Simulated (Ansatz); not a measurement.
# SCF log, Cr₂O₃

We look at Cr₂O₃: an experimental structure (space group R-3c), with 10 atoms per cell. Sizeable forces remain on the atoms, so the positions aren't those of the computed minimum. The computed pressure is over 10 GPa in size, so the cell is far from the computed equilibrium volume (the chosen U may not suit it). Source: COD entry 9016609; it may be a high-temperature, high-pressure or metastable form.

Level of theory: DFT, PBE+U, PAW, plane waves, scalar-relativistic (Ansatz).

Input:

```yaml
crystal:
  lattice:
    - [2.47549962, 1.42923037, 4.52187]
    - [-2.47549962, 1.42923037, 4.52187]
    - [0.0, -2.85846074, 4.52187]
  atoms:
    - { symbol: Cr, position: [0.34766, 0.34766, 0.34766], spin: 3.0 }
    - { symbol: Cr, position: [0.15234, 0.15234, 0.15234], spin: 3.0 }
    - { symbol: Cr, position: [0.65234, 0.65234, 0.65234], spin: 3.0 }
    - { symbol: Cr, position: [0.84766, 0.84766, 0.84766], spin: 3.0 }
    - { symbol: O, position: [0.5551, 0.9449, 0.25] }
    - { symbol: O, position: [0.25, 0.5551, 0.9449] }
    - { symbol: O, position: [0.9449, 0.25, 0.5551] }
    - { symbol: O, position: [0.4449, 0.0551, 0.75] }
    - { symbol: O, position: [0.75, 0.4449, 0.0551] }
    - { symbol: O, position: [0.0551, 0.75, 0.4449] }
magnetization:
  spin_polarized: true
hamiltonian:
  xc: pbe
  pseudopotentials: { kind: paw }
  hubbard: { sites: [{ species: Cr, l: d, u_eff: 4.0 }] }
basis:
  ecutwfc: 420
kpoints:
  mp_grid: { grid: [4, 4, 4] }
scf:
  occupations: { method: fermi_dirac, width: 0.02 }
  lower_state_search: "off"
  algorithm: density_mixing
  max_iter: 100
  mixing: { algorithm: broyden, beta: 0.4, beta_mag: 2.0, spin_hold: "off" }
output:
  forces: true
  stress: true
```

Launched as:
```sh
ansatz run input.yaml --threads 2 --pin off --max-ram 5120MiB --backend cpu --events-out ev --progress --plain --runs-dir out
```

Output (shortened):

```
Cr: projections on atomic orbitals take those of the free atom [Ne] 3s2 3p6 3d5 4s1, of charge +0.00 (hamiltonian.pseudopotentials.projection_atoms); the dataset's partial waves leave at most 7.0e-7 of an orbital's norm unspanned inside its sphere
O: projections on atomic orbitals take those of the free atom [He] 2s2 2p4, of charge +0.00 (hamiltonian.pseudopotentials.projection_atoms); the dataset's partial waves leave at most 1.9e-8 of an orbital's norm unspanned inside its sphere
Pseudopotentials: kind: paw
Pseudopotential: Cr, paw, valence charge 14, recommended cutoff 420 eV (normal), Cr.paw.azcp
Pseudopotential: O, paw, valence charge 6, recommended cutoff 420 eV (normal), O.paw.azcp
Functional definition: PBE
Crystal: 10 atoms, lattice volume = 95.992 Å³
Basis set: ecut = 420 eV, 1857 PW (Γ), exchange–correlation on 72×72×72 points (8 copies of the dense FFT grid, shifted against one another)
Bands: 63, of which v1, the nominal top of the filled ones, is band 46 counted from 1 (45 counted from 0)
Symmetry: 12 space group operations
Space group: R-3c (ITA 167), of the structure as read, at distance tolerance 4.6e-5 Å
Magnetic group: BNS 167.103 (UNI 1333), of the structure as read, at distance tolerance 4.6e-5 Å
k-points: 13 of 64
Non-local potential: Cr, projectors of the file, l = 0: 3, l = 1: 2, l = 2: 3, l = 3: 1
Non-local potential: O, projectors of the file, l = 0: 2, l = 1: 2, l = 2: 1
Initial density: superposition of atomic densities (chi_scale 0.1, normalization cell, long waves kept (reshape's long-wave potential 0.00 eV rms))
Starting moments: Σ|m| = 12 μB on 4 of 10 sites
Initial wavefunctions: pseudopotential atomic-orbital guess
Functional: x = pbe(κ = 0.804, μ = 0.2195149727645171), c = pbe(β = 0.06672455060314922)
iter 1 solved again at ethr=2.02e-3 eV; its pass at ethr=3.10e-3 eV (dr2=1.86e0 eV) is discarded
SCF iter   1: F=—  HF=-16904.838786 eV  |F-HF|=—  |Δ(HF+E_count)|=         —  Δρ=4.42e-2 (↑4.36e-2 ↓4.42e-2)  dr2=1.86e0  dr2_m=1.01e0  M=12.000 μB ∫|m|=13.691 μB  β_m=2.00  ethr=2.02e-3  ⟨swp⟩=1.0  Hψ=7082  notcnv=0
preconditioner: auto → Resta (q_TF=auto, 2.709 Å⁻¹)  ε∞=7.4  [insulator: Δε(μ)=0.480 eV  Ē_g=11.568 eV  σ=0.020 eV  W_gap=1.00  n_scr=26 (ndim 8)  ℏωp=29.4 eV  f_vac=0.000  D(μ)=0.00/eV (n_scr^D=0)  ε∞_Penn≈7.4]
spin=Collinear: Resta preconditioning applied to the charge; magnetization (m = ρ↑ − ρ↓) channel mixes plain (no charge-response kernel on spin).
SCF iter   2: F=—  HF=-16907.426524 eV  |F-HF|=—  |Δ(HF+E_count)|=    2.59e0  Δρ=3.33e-2 (↑3.31e-2 ↓3.33e-2)  dr2=8.64e-1  dr2_m=6.22e-1  M=12.000 μB ∫|m|=14.156 μB  β_m=2.00  ethr=2.02e-3  ⟨swp⟩=2.9  Hψ=3351  notcnv=0  κ⁻¹=1.0e0(r=1)
SCF iter   3: F=—  HF=-16909.663058 eV  |F-HF|=—  |Δ(HF+E_count)|=    2.24e0  Δρ=2.35e-2 (↑2.35e-2 ↓1.96e-2)  dr2=4.45e-1  dr2_m=2.14e-1  M=12.000 μB ∫|m|=13.476 μB  β_m=2.00  ethr=9.39e-4  ⟨swp⟩=2.5  Hψ=3613  notcnv=0  defer=37  κ⁻¹=1.2e-1(r=2)
SCF iter   4: F=—  HF=-16910.935479 eV  |F-HF|=—  |Δ(HF+E_count)|=    1.27e0  Δρ=7.90e-3 (↑7.90e-3 ↓5.95e-3)  dr2=5.19e-2  dr2_m=2.19e-2  M=12.000 μB ∫|m|=12.893 μB  β_m=2.00  ethr=4.84e-4  ⟨swp⟩=2.7  Hψ=3247  notcnv=0  defer=44  κ⁻¹=1.3e-2(r=3)
SCF iter   5: F=—  HF=-16910.973169 eV  |F-HF|=—  |Δ(HF+E_count)|=   3.77e-2  Δρ=4.84e-3 (↑3.38e-3 ↓4.84e-3)  dr2=1.79e-2  dr2_m=8.25e-3  M=12.000 μB ∫|m|=12.927 μB  β_m=2.00  ethr=5.64e-5  ⟨swp⟩=2.6  Hψ=3468  notcnv=0  defer=95  κ⁻¹=5.4e-3(r=4)
SCF iter   6: F=—  HF=-16911.012506 eV  |F-HF|=—  |Δ(HF+E_count)|=   3.93e-2  Δρ=2.55e-3 (↑1.48e-3 ↓2.55e-3)  dr2=2.90e-3  dr2_m=2.57e-3  M=12.000 μB ∫|m|=12.805 μB  β_m=2.00  ethr=1.95e-5  ⟨swp⟩=2.2  Hψ=2887  notcnv=0  defer=103  κ⁻¹=3.2e-3(r=5)
SCF iter   7: F=—  HF=-16911.019599 eV  |F-HF|=—  |Δ(HF+E_count)|=   7.09e-3  Δρ=8.25e-4 (↑8.25e-4 ↓6.17e-4)  dr2=1.27e-3  dr2_m=9.81e-5  M=12.000 μB ∫|m|=12.761 μB  β_m=2.00  ethr=3.15e-6  ⟨swp⟩=2.0  Hψ=2863  notcnv=0  defer=112  κ⁻¹=2.8e-4(r=6)
SCF iter   8: F=—  HF=-16911.022464 eV  |F-HF|=—  |Δ(HF+E_count)|=   2.86e-3  Δρ=6.47e-4 (↑4.35e-4 ↓6.47e-4)  dr2=4.63e-4  dr2_m=1.59e-4  M=12.000 μB ∫|m|=12.746 μB  β_m=2.00  ethr=1.38e-6  ⟨swp⟩=2.0  Hψ=2617  notcnv=0  defer=112  κ⁻¹=1.0e-4(r=7)
SCF iter   9: F=—  HF=-16911.023463 eV  |F-HF|=—  |Δ(HF+E_count)|=   1.00e-3  Δρ=3.09e-4 (↑2.98e-4 ↓3.09e-4)  dr2=1.57e-4  dr2_m=5.24e-5  M=12.000 μB ∫|m|=12.720 μB  β_m=2.00  ethr=5.03e-7  ⟨swp⟩=2.0  Hψ=2784  notcnv=0  defer=134  κ⁻¹=2.6e-5(r=8)
SCF iter  10: F=—  HF=-16911.023562 eV  |F-HF|=—  |Δ(HF+E_count)|=   9.92e-5  Δρ=1.55e-4 (↑1.54e-4 ↓1.55e-4)  dr2=5.43e-5  dr2_m=1.14e-5  M=12.000 μB ∫|m|=12.720 μB  β_m=2.00  ethr=1.71e-7  ⟨swp⟩=2.0  Hψ=2140  notcnv=0  defer=134  κ⁻¹=1.0e-5(r=8)
SCF iter  11: F=—  HF=-16911.023601 eV  |F-HF|=—  |Δ(HF+E_count)|=   3.87e-5  Δρ=1.40e-4 (↑1.40e-4 ↓7.50e-5)  dr2=1.60e-5  dr2_m=5.72e-6  M=12.000 μB ∫|m|=12.720 μB  β_m=2.00  ethr=5.90e-8  ⟨swp⟩=2.3  Hψ=2495  notcnv=0  defer=134  κ⁻¹=2.5e-5(r=8)
SCF iter  12: F=—  HF=-16911.023626 eV  |F-HF|=—  |Δ(HF+E_count)|=   2.48e-5  Δρ=5.44e-5 (↑5.44e-5 ↓5.34e-5)  dr2=4.87e-6  dr2_m=1.09e-6  M=12.000 μB ∫|m|=12.719 μB  β_m=2.00  ethr=1.74e-8  ⟨swp⟩=2.0  Hψ=2350  notcnv=0  defer=134  κ⁻¹=1.9e-4(r=8)
SCF iter  13: F=—  HF=-16911.023629 eV  |F-HF|=—  |Δ(HF+E_count)|=   3.01e-6  Δρ=4.09e-5 (↑4.09e-5 ↓3.48e-5)  dr2=2.82e-6  dr2_m=5.06e-7  M=12.000 μB ∫|m|=12.720 μB  β_m=2.00  ethr=5.29e-9  ⟨swp⟩=2.0  Hψ=2193  notcnv=0  defer=134  κ⁻¹=7.0e-5(r=8)
SCF iter  14: F=—  HF=-16911.023630 eV  |F-HF|=—  |Δ(HF+E_count)|=   8.94e-7  Δρ=2.45e-5 (↑2.02e-5 ↓2.45e-5)  dr2=5.25e-7  dr2_m=3.05e-7  M=12.000 μB ∫|m|=12.720 μB  β_m=2.00  ethr=3.06e-9  ⟨swp⟩=2.3  Hψ=2428  notcnv=0  defer=134  κ⁻¹=2.1e-4(r=8)
SCF iter  15: F=—  HF=-16911.023630 eV  |F-HF|=—  |Δ(HF+E_count)|=   8.00e-7  Δρ=1.79e-5 (↑1.79e-5 ↓1.57e-5)  dr2=1.11e-7  dr2_m=2.18e-7  M=12.000 μB ∫|m|=12.720 μB  β_m=2.00  ethr=5.70e-10  ⟨swp⟩=2.0  Hψ=2661  notcnv=0  defer=134  κ⁻¹=6.1e-4(r=8)
iter 16 met the thresholds in force, and the SCF goes on: an eigenvalue changes by 0.25 meV, over its tolerance of 0.06 meV (output.eigenvalues, Limitations)
SCF iter  16: F=-16911.023631 eV  HF=-16911.023631 eV  |F-HF|=9.66e-8  |Δ(HF+E_count)|=   4.24e-7  Δρ=5.33e-6 (↑5.33e-6 ↓5.14e-6)  dr2=3.97e-8  dr2_m=1.09e-8  M=12.000 μB ∫|m|=12.720 μB  β_m=2.00  ethr=1.09e-10  ⟨swp⟩=4.0  Hψ=4694  notcnv=0  κ⁻¹=1.3e-4(r=8)
iter 17 met the thresholds in force, and the SCF goes on: an eigenvalue changes by 0.060 meV, over its tolerance of 0.056 meV (output.eigenvalues, Limitations)
SCF iter  17: F=-16911.023631 eV  HF=-16911.023631 eV  |F-HF|=4.11e-8  |Δ(HF+E_count)|=   7.41e-8  Δρ=3.80e-6 (↑3.24e-6 ↓3.80e-6)  dr2=1.70e-8  dr2_m=2.29e-9  M=12.000 μB ∫|m|=12.721 μB  β_m=1.00  ethr=4.32e-11  ⟨swp⟩=1.9  Hψ=4602  notcnv=0
Mixer restart at iter 17: flushing history
SCF iter  18: F=-16911.023631 eV  HF=-16911.023631 eV  |F-HF|=1.56e-8  |Δ(HF+E_count)|=   5.00e-8  Δρ=2.43e-6 (↑2.32e-6 ↓2.43e-6)  dr2=1.66e-8  dr2_m=2.10e-10  M=12.000 μB ∫|m|=12.721 μB  ethr=1.85e-11  ⟨swp⟩=2.0  Hψ=5004  notcnv=0
SCF 1 converged in 18 iterations: F = -16911.023631 eV  dr2 = 1.66e-8
  greatest PAW one-centre occupation: 1.000 electrons in one spin orbital (limit 2), on the Cr atom at site 3 (counted from 0), in its partial waves of l = 0
this state was not tested for a lower state beside it, because the mixer in use, unlike msr1, does not test its closes by its own steps (another_mixer; see scf.mixing.algorithm and scf.lower_state_search)
SCF converged after 18 iterations
an eigenvalue changed by more than its tolerance at an iteration that met the thresholds in force, so the SCF went on 2 times, its first undamped step at iteration 17: the last check found none over its tolerance
Magnetization: 12.0000 μB (52.0000 up, 40.0000 down)
Absolute magnetization: 12.7208 μB (∫|ρ↑−ρ↓|, with the PAW one-centre terms)
Spin contamination: 0.1293 ħ² per cell (⟨S²⟩ above its minimum at these occupations)
Per-site moments (μB) at R_I (Å): [(2.4829, 0.8093), (2.4829, 0.8093), (2.4829, 0.8093), (2.4829, 0.8093), (-0.0490, 0.8093), (-0.0490, 0.8093), (-0.0490, 0.8093), (-0.0490, 0.8093), (-0.0490, 0.8093), (-0.0490, 0.8093)]
Free energy (F): -16911.023631 eV
Harris-Foulkes:  -16911.023631 eV  (|F-HF|=1.56e-8)
Internal energy: -16911.023631 eV  (E = F + TS)
E sigma→0 (E₀):  -16911.023631 eV
Fermi energy:    12.970348 eV
--- Per-component energies (eV) ---
  E_band       = -875.672508
  E_kinetic    = 2418.780838
  E_local      = -7859.334294  (includes V_loc(G=0)·N_el)
  E_nonlocal   = 611.407238
  E_hartree    = 3207.557421
  E_xc         = -998.805734
  E_vxc        = -1274.085163  (∫ρ·V_xc dr)
  E_hubbard    = 8.420229  (on-site DFT+U / exact-exchange correction)
  E_vhub       = -17.716408  (the Hubbard potential's part of the band-sum identity)
  E_paw        = -5731.929305  (= ΣΔE_a)
  E_vpaw       = -1169.857689  (= ΣTr[D̂ρ^β])
  E_aug_tail   = 0.016504  (compensation charges beyond the density's cutoff)
  E_ewald      = -8567.136528
  E_smearing   = -0.000000  (= −TS)
  E_closure    = -0.000000  (closes the sum)
  Σ components = -16911.023631   (vs F -16911.023631, Δ=0.00e0)
--- Forces (eV/Å), atoms counted from 1 ---
  atom   1  Cr    -0.00000000    -0.00000000     0.56717719
  atom   2  Cr    -0.00000000     0.00000000    -0.56717719
  atom   3  Cr     0.00000000     0.00000000    -0.56717719
  atom   4  Cr     0.00000000    -0.00000000     0.56717719
  atom   5  O     -0.14461014     0.00000000     0.00000000
  atom   6  O      0.07230507    -0.12523606     0.00000000
  atom   7  O      0.07230507     0.12523606    -0.00000000
  atom   8  O      0.14461014     0.00000000    -0.00000000
  atom   9  O     -0.07230507     0.12523606     0.00000000
  atom  10  O     -0.07230507    -0.12523606    -0.00000000
  max |Σ_I F_I| component: 4.42e-16 eV/Å
--- Stress (GPa, compression-positive) ---
       14.050939      -0.000000       0.000000
       -0.000000      14.050939      -0.000000
        0.000000      -0.000000      13.399696
  P = ⅓ Tr σ = 13.8339 GPa (138.339 kbar)
```

A static U favours moments and orbital order; the result depends on U and need not be the measured state. Only one magnetic start was run, with no search, so the state need not be the lowest.

The run took 8.3 s on 2 threads of Intel(R) Xeon(R) Platinum 8488C (Sapphire Rapids) (shared host), peak memory 0.57 GiB.
